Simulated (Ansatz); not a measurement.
**Equation of state of vanadium, omega (AlB2-type)**

Level of theory: DFT, LDA (PW92), plane waves (420 eV) with PAW, scalar-relativistic (Ansatz). (PAW data from PBE, frozen cores regenerated.)

The cell is scaled uniformly from the relaxed one, with fractional coordinates and shape fixed. Energies are extrapolated to zero smearing, pressures are those at the given smearing. Magnetic state: spin not included.

```tsv
V (Å³/atom)	E − E₀ (meV/atom)	P (GPa)
11.200	136.2	32.69
11.709	55.0	19.51
12.218	11.9	8.69
12.727	0.1	-0.22
13.236	14.0	-7.55
13.745	49.1	-13.58
14.255	101.5	-18.54
```

Task: Fit a third-order Birch-Murnaghan equation.

Result: V₀ = 12.69 Å³/atom, B₀ = 204 GPa, B₀′ = 3.9.
